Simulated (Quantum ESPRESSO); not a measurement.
## Hf3AlO7F (one run as intended and one with a planted mistake)

Computed values, not a measurement. The program is pw.x of Quantum ESPRESSO 7.5 (plane-wave density functional theory). The cell is made up: 12 atoms on a rutile lattice, with randomly drawn elements, strain and displacements, not relaxed. PseudoDojo standard norm-conserving files (v0.5 for PBE, v0.4.1 for LDA and PBEsol) set the functional; there is no spin polarisation, spin-orbit coupling or dispersion term, and the masses in the input are unused placeholders.

The hafnium pseudopotential is less sure than the others, with forces about 3 percent (worst 6) and pressure in oxides about 1.5 GPa (worst 2.7) from a second method in checks, which no rerun with the same files tests.

Intended input:

```
&control calculation='scf', pseudo_dir='./dojo.nc.sr.pbe.v0_5.standard.upf', outdir='./o', disk_io='low', tprnfor=.true., tstress=.true. /
&system ibrav=0, nat=12, ntyp=4, nbnd=50, ecutwfc=84.00895049, nosym=.true., tot_charge=0,
 occupations='smearing', smearing='fd', degauss=0.0018374661
/
&electrons conv_thr=7.350e-09, electron_maxstep=60, /
ATOMIC_SPECIES
Al 1.0 Al.upf
F 1.0 F.upf
Hf 1.0 Hf.upf
O 1.0 O.upf
CELL_PARAMETERS angstrom
4.8263 0.0121 0.027
0.0121 4.809 -0.0282
0.0358 -0.0373 6.2848
ATOMIC_POSITIONS angstrom
Hf -0.0231 -0.0741 -0.0274
Al 2.4196 2.4263 1.5254
Hf -0.0325 -0.0112 3.1382
Hf 2.5185 2.3557 4.7065
O 1.5141 1.5236 0.0297
O 3.3539 3.343 0.0014
F 3.894 0.9238 1.5441
O 0.9964 3.823 1.5153
O 1.4863 1.4796 3.1127
O 3.3311 3.3467 3.119
O 3.9039 0.9134 4.7859
O 0.9746 3.8295 4.6628
K_POINTS automatic
5 5 4 1 1 1
```

The log is shortened where brackets say so; the opening notice, blank lines, dates and the lines on written files are dropped, and the path of the files is cut. It prints rydbergs, bohrs and kilobars, and counts compression as positive stress. Where no state is partly filled, the Fermi energy that it prints is only some level between the filled and the empty states on the mesh, and need not lie in the true gap.

Log of the intended run:

```
     Program PWSCF v.7.5
     Parallel version (MPI & OpenMP), running on       4 processor cores
     Number of MPI processes:                 4
     Threads/MPI process:                     1
     [start-up lines left out]
     bravais-lattice index     =            0
     lattice parameter (alat)  =       9.1206  a.u.
     unit-cell volume          =     984.2952 (a.u.)^3
     number of atoms/cell      =           12
     number of atomic types    =            4
     number of electrons       =        88.00
     number of Kohn-Sham states=           50
     kinetic-energy cutoff     =      84.0090  Ry
     charge density cutoff     =     336.0358  Ry
     scf convergence threshold =      7.3E-09
     mixing beta               =       0.7000
     number of iterations used =            8  plain     mixing
     Exchange-correlation= PBE
                           (   1   4   3   4   0   0   0)
     [axes and pseudopotential details left out]
   Cartesian axes
     site n.     atom                  positions (alat units)
         1        Hf     tau(   1) = (  -0.0047862  -0.0153531  -0.0056771  )
         2        Al     tau(   2) = (   0.5013270   0.5027152   0.3160540  )
         3        Hf     tau(   3) = (  -0.0067338  -0.0023206   0.6502167  )
         4        Hf     tau(   4) = (   0.5218185   0.4880873   0.9751593  )
         5        O      tau(   5) = (   0.3137127   0.3156810   0.0061537  )
         6        O      tau(   6) = (   0.6949085   0.6926501   0.0002901  )
         7        F      tau(   7) = (   0.8068141   0.1914060   0.3199285  )
         8        O      tau(   8) = (   0.2064483   0.7921033   0.3139613  )
         9        O      tau(   9) = (   0.3079527   0.3065645   0.6449333  )
        10        O      tau(  10) = (   0.6901845   0.6934167   0.6462386  )
        11        O      tau(  11) = (   0.8088653   0.1892512   0.9916106  )
        12        O      tau(  12) = (   0.2019314   0.7934501   0.9661050  )
     number of k points=    50  Fermi-Dirac smearing, width (Ry)=  0.0018
                       cart. coord. in units 2pi/alat
        k(    1) = (   0.0992123   0.1006751   0.0960257), wk =   0.0400000
        k(    2) = (   0.0981353   0.1018037   0.2880252), wk =   0.0400000
     [further k points left out]
     Dense  grid:   102405 G-vectors     FFT dimensions: (  54,  54,  72)
     Estimated max dynamical RAM per process >     299.47 MB
     Estimated total dynamical RAM >       1.10 GB
     Initial potential from superposition of free atoms
     starting charge      87.9920, renormalised to      88.0000
     Starting wfcs are   66 randomized atomic wfcs
     total cpu time spent up to now is        4.6 secs
     per-process dynamical memory:   235.5 Mb
     Self-consistent Calculation
     iteration #  1     ecut=    84.01 Ry     beta= 0.70
     Davidson diagonalization with overlap
     ethr =  1.00E-02,  avg # of iterations =  2.0
     total cpu time spent up to now is       12.7 secs
     total energy              =    -623.60344649 Ry
     estimated scf accuracy    <       3.97885509 Ry
     iteration #  2     ecut=    84.01 Ry     beta= 0.70
     Davidson diagonalization with overlap
     ethr =  4.52E-03,  avg # of iterations =  3.3
     total cpu time spent up to now is       23.2 secs
     total energy              =    -624.20872446 Ry
     estimated scf accuracy    <       6.42504806 Ry
     [iterations 3 to 12 left out]
     iteration # 13     ecut=    84.01 Ry     beta= 0.70
     Davidson diagonalization with overlap
     ethr =  9.51E-11,  avg # of iterations =  3.0
     total cpu time spent up to now is      138.2 secs
     total energy              =    -625.53076950 Ry
     estimated scf accuracy    <          8.6E-09 Ry
     iteration # 14     ecut=    84.01 Ry     beta= 0.70
     Davidson diagonalization with overlap
     ethr =  9.75E-12,  avg # of iterations =  4.1
     total cpu time spent up to now is      149.3 secs
     End of self-consistent calculation
     [lines on levels left out]
     the Fermi energy is    10.4593 ev
!    total energy              =    -625.53076950 Ry
     estimated scf accuracy    <          2.4E-09 Ry
     smearing contrib. (-TS)   =       0.00000000 Ry
     internal energy E=F+TS    =    -625.53076950 Ry
     The total energy is F=E-TS. E is the sum of the following terms:
     one-electron contribution =    -181.50450070 Ry
     hartree contribution      =     137.28615188 Ry
     xc contribution           =    -157.92642703 Ry
     ewald contribution        =    -423.38599365 Ry
     convergence has been achieved in  14 iterations
     Forces acting on atoms (cartesian axes, Ry/au):
     atom    1 type  3   force =     0.11410507   -0.04627918   -0.03769871
     atom    2 type  1   force =    -0.08786541    0.05088760    0.00687168
     atom    3 type  3   force =     0.10460498   -0.06057341    0.04338473
     atom    4 type  3   force =    -0.07455426    0.00419158   -0.00637108
     atom    5 type  4   force =    -0.00510635   -0.01919009    0.04418675
     atom    6 type  4   force =     0.00325695   -0.00315164    0.06596086
     atom    7 type  2   force =    -0.05880153    0.06481875    0.01637032
     atom    8 type  4   force =    -0.01427207    0.01368179    0.01655815
     atom    9 type  4   force =     0.00736393   -0.01177515   -0.04557386
     atom   10 type  4   force =     0.01929484   -0.00270893   -0.06970956
     atom   11 type  4   force =     0.02096720   -0.01748412   -0.02470883
     atom   12 type  4   force =    -0.02899336    0.02758280   -0.00927047
     Total force =     0.273702     Total SCF correction =     0.000052
     Computing stress (Cartesian axis) and pressure
          total   stress  (Ry/bohr**3)                   (kbar)     P=        4.29
  -0.00011331  -0.00034131  -0.00007461          -16.67      -50.21      -10.98
  -0.00034131   0.00000995   0.00006282          -50.21        1.46        9.24
  -0.00007461   0.00006282   0.00019096          -10.98        9.24       28.09
     init_run     :      4.40s CPU      4.58s WALL (       1 calls)
     electrons    :    143.95s CPU    144.64s WALL (       1 calls)
     forces       :      2.00s CPU      2.02s WALL (       1 calls)
     stress       :      6.80s CPU      6.97s WALL (       1 calls)
     [timing details left out]
     PWSCF        :   2m37.27s CPU   2m38.39s WALL
     JOB DONE.
```

A second run has one planted mistake: the cell has the wrong charge. The input lines that differ, file-writing options aside:

```
- &system ibrav=0, nat=12, ntyp=4, nbnd=50, ecutwfc=84.00895049, nosym=.true., tot_charge=0,
+ &system ibrav=0, nat=12, ntyp=4, nbnd=51, ecutwfc=84.00895049, nosym=.true., tot_charge=-1,
```

Its log:

```
     Program PWSCF v.7.5
     Parallel version (MPI & OpenMP), running on       4 processor cores
     Number of MPI processes:                 4
     Threads/MPI process:                     1
     [start-up lines left out]
     bravais-lattice index     =            0
     lattice parameter (alat)  =       9.1206  a.u.
     unit-cell volume          =     984.2952 (a.u.)^3
     number of atoms/cell      =           12
     number of atomic types    =            4
     number of electrons       =        89.00
     number of Kohn-Sham states=           51
     kinetic-energy cutoff     =      84.0090  Ry
     charge density cutoff     =     336.0358  Ry
     scf convergence threshold =      7.3E-09
     mixing beta               =       0.7000
     number of iterations used =            8  plain     mixing
     Exchange-correlation= PBE
                           (   1   4   3   4   0   0   0)
     [axes and pseudopotential details left out]
   Cartesian axes
     site n.     atom                  positions (alat units)
         1        Hf     tau(   1) = (  -0.0047862  -0.0153531  -0.0056771  )
         2        Al     tau(   2) = (   0.5013270   0.5027152   0.3160540  )
         3        Hf     tau(   3) = (  -0.0067338  -0.0023206   0.6502167  )
         4        Hf     tau(   4) = (   0.5218185   0.4880873   0.9751593  )
         5        O      tau(   5) = (   0.3137127   0.3156810   0.0061537  )
         6        O      tau(   6) = (   0.6949085   0.6926501   0.0002901  )
         7        F      tau(   7) = (   0.8068141   0.1914060   0.3199285  )
         8        O      tau(   8) = (   0.2064483   0.7921033   0.3139613  )
         9        O      tau(   9) = (   0.3079527   0.3065645   0.6449333  )
        10        O      tau(  10) = (   0.6901845   0.6934167   0.6462386  )
        11        O      tau(  11) = (   0.8088653   0.1892512   0.9916106  )
        12        O      tau(  12) = (   0.2019314   0.7934501   0.9661050  )
     number of k points=    50  Fermi-Dirac smearing, width (Ry)=  0.0018
                       cart. coord. in units 2pi/alat
        k(    1) = (   0.0992123   0.1006751   0.0960257), wk =   0.0400000
        k(    2) = (   0.0981353   0.1018037   0.2880252), wk =   0.0400000
     [further k points left out]
     Dense  grid:   102405 G-vectors     FFT dimensions: (  54,  54,  72)
     Estimated max dynamical RAM per process >     303.00 MB
     Estimated total dynamical RAM >       1.11 GB
     Initial potential from superposition of free atoms
     starting charge      87.9920, renormalised to      89.0000
     Starting wfcs are   66 randomized atomic wfcs
     total cpu time spent up to now is        5.5 secs
     per-process dynamical memory:   238.3 Mb
     Self-consistent Calculation
     iteration #  1     ecut=    84.01 Ry     beta= 0.70
     Davidson diagonalization with overlap
     ethr =  1.00E-02,  avg # of iterations =  2.0
     total cpu time spent up to now is       16.1 secs
     total energy              =    -622.97948303 Ry
     estimated scf accuracy    <       3.28330700 Ry
     iteration #  2     ecut=    84.01 Ry     beta= 0.70
     Davidson diagonalization with overlap
     ethr =  3.69E-03,  avg # of iterations =  3.2
     total cpu time spent up to now is       29.8 secs
     total energy              =    -623.55942571 Ry
     estimated scf accuracy    <       5.41284598 Ry
     [iterations 3 to 12 left out]
     iteration # 13     ecut=    84.01 Ry     beta= 0.70
     Davidson diagonalization with overlap
     ethr =  6.36E-11,  avg # of iterations =  4.7
     total cpu time spent up to now is      168.8 secs
     total energy              =    -624.61744092 Ry
     estimated scf accuracy    <       0.00000002 Ry
     iteration # 14     ecut=    84.01 Ry     beta= 0.70
     Davidson diagonalization with overlap
     ethr =  2.24E-11,  avg # of iterations =  3.7
     total cpu time spent up to now is      179.6 secs
     End of self-consistent calculation
     [lines on levels left out]
     the Fermi energy is    12.7585 ev
!    total energy              =    -624.61744092 Ry
     estimated scf accuracy    <          5.4E-09 Ry
     smearing contrib. (-TS)   =      -0.00036874 Ry
     internal energy E=F+TS    =    -624.61707218 Ry
     The total energy is F=E-TS. E is the sum of the following terms:
     one-electron contribution =    -180.54369382 Ry
     hartree contribution      =     138.18327558 Ry
     xc contribution           =    -158.87066029 Ry
     ewald contribution        =    -423.38599365 Ry
     convergence has been achieved in  14 iterations
     Forces acting on atoms (cartesian axes, Ry/au):
     atom    1 type  3   force =     0.10765785   -0.04331841   -0.04190572
     atom    2 type  1   force =    -0.08673687    0.05221101    0.00962934
     atom    3 type  3   force =     0.09393696   -0.05766748    0.03892156
     atom    4 type  3   force =    -0.06361869    0.00239072   -0.01798746
     atom    5 type  4   force =    -0.00364229   -0.01918530    0.04691245
     atom    6 type  4   force =    -0.00079682   -0.00842744    0.06941654
     atom    7 type  2   force =    -0.07966268    0.08608468    0.00900006
     atom    8 type  4   force =     0.01570683   -0.01470909    0.01516172
     atom    9 type  4   force =     0.01017026   -0.00631848   -0.04846241
     atom   10 type  4   force =     0.01278997   -0.00595756   -0.07215462
     atom   11 type  4   force =    -0.01600788    0.02267471   -0.00378110
     atom   12 type  4   force =     0.01020335   -0.00777736   -0.00475034
     Total force =     0.272907     Total SCF correction =     0.000116
     Computing stress (Cartesian axis) and pressure
          total   stress  (Ry/bohr**3)                   (kbar)     P=      190.19
   0.00121476  -0.00042771  -0.00005680          178.70      -62.92       -8.36
  -0.00042771   0.00132631   0.00004304          -62.92      195.11        6.33
  -0.00005680   0.00004304   0.00133759           -8.36        6.33      196.77
     init_run     :      5.15s CPU      5.36s WALL (       1 calls)
     electrons    :    173.10s CPU    174.11s WALL (       1 calls)
     forces       :      2.50s CPU      2.53s WALL (       1 calls)
     stress       :      8.51s CPU      8.72s WALL (       1 calls)
     [timing details left out]
     PWSCF        :   3m 9.42s CPU   3m10.97s WALL
     JOB DONE.
```

```
                                            intended run  run with the mistake
                          free energy (eV)     -8510.780             -8498.353
                    smearing term -TS (eV)        0.0000               -0.0050
                            pressure (GPa)          0.43                 19.02
            largest force component (eV/Å)         2.934                 2.768
largest change of a force component (eV/Å)                               1.033
                                iterations            14                    14
```

For scale, a rerun of the intended cell at 1437 eV and a 7 x 7 x 6 mesh moved values by no more than 0.004 eV in energy, 0.03 GPa in stress and 0.002 eV/Å in force. The charged cell sits in a uniform background, so its energy and stress rest on the program's zero of potential. The number of bands, nbnd, was set by rule from the electron count and the smearing, so it follows the mistake.